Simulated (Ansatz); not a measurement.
Starting cell, BAs (zinc blende):

```
CELL_PARAMETERS angstrom
      0.00000     4.80936     4.80936
      2.40468     2.40468     4.80936
      2.40468     2.40468     0.00000
ATOMIC_POSITIONS crystal
  As 0.00000 0.75000 0.75000
  As 0.50000 0.75000 0.75000
  B  0.00000 0.00000 0.00000
  B  0.50000 0.00000 0.00000
```

The atoms are displaced by Q × the pattern below (from a DFPT mode at X = (0.5, 0.5, 0.0), largest move 1; Q in Å), at fixed cell. It is one choice among 2 degenerate patterns. (q is in reciprocal vectors of the primitive cell; the cell shown is doubled to hold the pattern.)

| atom | x | y | z |
|---|---|---|---|
| As1 | 0.105 | 0.000 | 0.000 |
| As2 | -0.105 | 0.000 | 0.000 |
| B3 | 0.000 | -1.000 | 0.000 |
| B4 | 0.000 | 1.000 | 0.000 |

Method: PBE (plane waves to 420 eV, PAW, scalar-relativistic; Ansatz, a quantum-chemistry and plane-wave program). k mesh 12×12×12 (Γ-centred), Fermi-Dirac smearing 0.05 eV. The energy includes the smearing's −TS. BAs was relaxed with its symmetry unable to fall. The PAW data are Ansatz's earlier set. The zero of ΔE is the undisplaced structure.

Problem. What ΔE (meV/cell) does the calculation give at Q (Å) = -0.280, -0.233, -0.140, -0.047, 0.093, 0.233?

Solution. 
```
Q (Å)   ΔE (meV/cell)
------  -------------
-0.280           1218
-0.233            853
-0.140            310
-0.047             35
0.093             138
0.233             853
```

(A displaced cell: forces are minus the slopes of the energy, force constants its curvatures, and phonons follow from these.)
